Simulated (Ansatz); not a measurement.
A relaxation of cell and atoms of Ga₄Sb₃P as one 8-atom ordering (Cm) on the zincblende lattice with the PAW code Ansatz, at the level r2SCAN. The starting cell comes from a relaxation with PBE.

```yaml
crystal:
  lattice:
    - [7.0675476478, -2.1373486257, -0.0061269925]
    - [7.0675476478, 2.1373486257, -0.0061269925]
    - [-1.2913103912, 0.0, 7.2811504815]
  atoms:
    - { symbol: P, position: [-0.0008965879, -0.0008965879, -0.0006249512] }
    - { symbol: Sb, position: [0.5010216442, 0.5010216442, 0.4998361219] }
    - { symbol: Sb, position: [0.7481543366, 0.7481543366, 0.241122516] }
    - { symbol: Sb, position: [0.2517261588, 0.2517261588, 0.7605369429] }
    - { symbol: Ga, position: [0.4443328876, 0.4443328876, 0.8356209055] }
    - { symbol: Ga, position: [0.9416239521, 0.9416239521, 0.2905626176] }
    - { symbol: Ga, position: [0.1714593349, 0.1714593349, 0.0601150687] }
    - { symbol: Ga, position: [0.6925782737, 0.6925782737, 0.5628307786] }
kpoints:
  mp_grid: { grid: [6, 6, 4] }
hamiltonian:
  xc: r2scan
scf:
  occupations: { method: fermi_dirac, width: 0.02 }
relax:
  f_tol: 0.005
  cell: {}
```

The trajectory has 6 recorded frames, each with positions in Å and forces in eV/Å. The last, and any step after a large change of cell, is solved on a basis re-selected at its cell; pressure is positive in compression.

Step 1: energy 0.0 meV/atom from step 1, largest force component 0.045 eV/Å, pressure -2.02 GPa
```xyz
8
Lattice="7.0675 -2.1373 -0.0061 7.0675 2.1373 -0.0061 -1.2913 0.0000 7.2812" Properties=species:S:1:pos:R:3:forces:R:3 pbc="T T T"
P    -0.0119    0.0000   -0.0045    0.0323    0.0000    0.0437
Sb    6.4365    0.0000    3.6332    0.0331    0.0000   -0.0258
Sb   10.2639    0.0000    1.7465   -0.0451    0.0000    0.0131
Sb    2.5761    0.0000    5.5345   -0.0097    0.0000   -0.0245
Ga    5.2016    0.0000    6.0788   -0.0380    0.0000   -0.0386
Ga   12.9347    0.0000    2.1041   -0.0133    0.0000    0.0245
Ga    2.3460    0.0000    0.4356    0.0445    0.0000    0.0025
Ga    9.0629    0.0000    4.0896   -0.0038    0.0000    0.0051
```

Step 2: energy -3.8 meV/atom from step 1, largest force component 0.272 eV/Å, pressure +1.21 GPa
```xyz
8
Lattice="6.9350 -2.0992 -0.0047 6.9350 2.0992 -0.0047 -1.2657 0.0000 7.1454" Properties=species:S:1:pos:R:3:forces:R:3 pbc="T T T"
P    -0.0098    0.0000   -0.0034   -0.0109    0.0000   -0.0106
Sb    6.3162    0.0000    3.5670   -0.0034    0.0000    0.0000
Sb   10.0737    0.0000    1.7247    0.0064    0.0000   -0.0143
Sb    2.5265    0.0000    5.4226   -0.0025    0.0000    0.0078
Ga    5.0936    0.0000    5.9363    0.1411    0.0000    0.2721
Ga   12.6809    0.0000    2.0911    0.1013    0.0000   -0.2193
Ga    2.3297    0.0000    0.4331   -0.2309    0.0000   -0.0485
Ga    8.8880    0.0000    4.0163   -0.0013    0.0000    0.0126
```

Task: How does the relaxation go on, and where does it end?

Result:
Step 3: energy -6.7 meV/atom from step 1, largest force component 0.039 eV/Å, pressure -0.07 GPa
```xyz
8
Lattice="6.9845 -2.1110 -0.0038 6.9845 2.1110 -0.0038 -1.2738 0.0000 7.1939" Properties=species:S:1:pos:R:3:forces:R:3 pbc="T T T"
P    -0.0116    0.0000   -0.0054    0.0224    0.0000    0.0127
Sb    6.3596    0.0000    3.5901    0.0066    0.0000    0.0000
Sb   10.1377    0.0000    1.7309   -0.0005    0.0000    0.0007
Sb    2.5569    0.0000    5.4694   -0.0287    0.0000   -0.0146
Ga    5.1499    0.0000    6.0095   -0.0339    0.0000   -0.0388
Ga   12.7761    0.0000    2.0815   -0.0095    0.0000    0.0239
Ga    2.3218    0.0000    0.4275    0.0241    0.0000    0.0135
Ga    8.9536    0.0000    4.0483    0.0194    0.0000    0.0025
```

Step 4: energy -6.8 meV/atom from step 1, largest force component 0.018 eV/Å, pressure -0.02 GPa
```xyz
8
Lattice="6.9819 -2.1110 -0.0061 6.9819 2.1110 -0.0061 -1.2757 0.0000 7.1926" Properties=species:S:1:pos:R:3:forces:R:3 pbc="T T T"
P    -0.0105    0.0000   -0.0047   -0.0021    0.0000    0.0044
Sb    6.3588    0.0000    3.5892   -0.0104    0.0000   -0.0081
Sb   10.1377    0.0000    1.7271   -0.0010    0.0000   -0.0001
Sb    2.5451    0.0000    5.4647    0.0182    0.0000    0.0009
Ga    5.1378    0.0000    6.0021   -0.0008    0.0000   -0.0004
Ga   12.7737    0.0000    2.0803    0.0056    0.0000    0.0017
Ga    2.3233    0.0000    0.4301   -0.0084    0.0000    0.0005
Ga    8.9523    0.0000    4.0414   -0.0011    0.0000    0.0010
```

Step 5: energy -6.8 meV/atom from step 1, largest force component 0.003 eV/Å, pressure 0.00 GPa
```xyz
8
Lattice="6.9807 -2.1109 -0.0046 6.9807 2.1109 -0.0046 -1.2740 0.0000 7.1912" Properties=species:S:1:pos:R:3:forces:R:3 pbc="T T T"
P    -0.0107    0.0000   -0.0045    0.0010    0.0000    0.0005
Sb    6.3573    0.0000    3.5887    0.0012    0.0000    0.0023
Sb   10.1356    0.0000    1.7290   -0.0003    0.0000   -0.0001
Sb    2.5483    0.0000    5.4646   -0.0007    0.0000    0.0008
Ga    5.1395    0.0000    6.0024    0.0002    0.0000   -0.0003
Ga   12.7714    0.0000    2.0827    0.0005    0.0000   -0.0025
Ga    2.3228    0.0000    0.4303   -0.0019    0.0000   -0.0006
Ga    8.9509    0.0000    4.0435   -0.0001    0.0000   -0.0001
```

Step 6: energy -6.6 meV/atom from step 1, largest force component 0.003 eV/Å, pressure -0.01 GPa
```xyz
8
Lattice="6.9807 -2.1109 -0.0046 6.9807 2.1109 -0.0046 -1.2740 0.0000 7.1912" Properties=species:S:1:pos:R:3:forces:R:3 pbc="T T T"
P    -0.0107    0.0000   -0.0045    0.0010    0.0000    0.0005
Sb    6.3573    0.0000    3.5887    0.0012    0.0000    0.0023
Sb   10.1356    0.0000    1.7290   -0.0003    0.0000   -0.0001
Sb    2.5483    0.0000    5.4646   -0.0007    0.0000    0.0008
Ga    5.1395    0.0000    6.0024    0.0002    0.0000   -0.0003
Ga   12.7714    0.0000    2.0827    0.0005    0.0000   -0.0025
Ga    2.3228    0.0000    0.4303   -0.0019    0.0000   -0.0006
Ga    8.9509    0.0000    4.0435   -0.0001    0.0000   -0.0001
```

In 5 steps the volume changed by -3.7 %; between the first SCF and the last, each on a basis chosen for its cell, the energy fell by 6.6 meV an atom. At the end: it is monoclinic, Cm (No. 8); conventional cell a = 13.962 Å, b = 4.222 Å, c = 7.303 Å, β = 100.1°, 26.49 Å³ an atom. P is surrounded by 4 Ga at 2.37–2.48 Å; Sb is surrounded by 4 Ga at 2.63–2.70 Å; Sb is surrounded by 4 Ga at 2.60–2.66 Å; Sb is surrounded by 4 Ga at 2.61–2.65 Å; Ga is surrounded by 2 P at 2.48 Å and 2 Sb at 2.65–2.70 Å; Ga is surrounded by 1 P at 2.41 Å and 3 Sb at 2.65–2.66 Å; Ga is surrounded by 1 P at 2.37 Å and 3 Sb at 2.62–2.63 Å; Ga is surrounded by 4 Sb at 2.60–2.63 Å.

Run as `ansatz run input.yaml --threads 4 --pin off --max-ram 6451MiB --backend cpu --events-out ev --progress --plain --runs-dir out`. It took 45 s on 4 threads of AMD EPYC 9R45 96-Core Processor (Zen 5) (shared host), load about 0.1 per core; peak host memory 1.5 GiB.

No spin polarisation and no zero-point or thermal motion; the cell was built from a prototype and may be hypothetical.
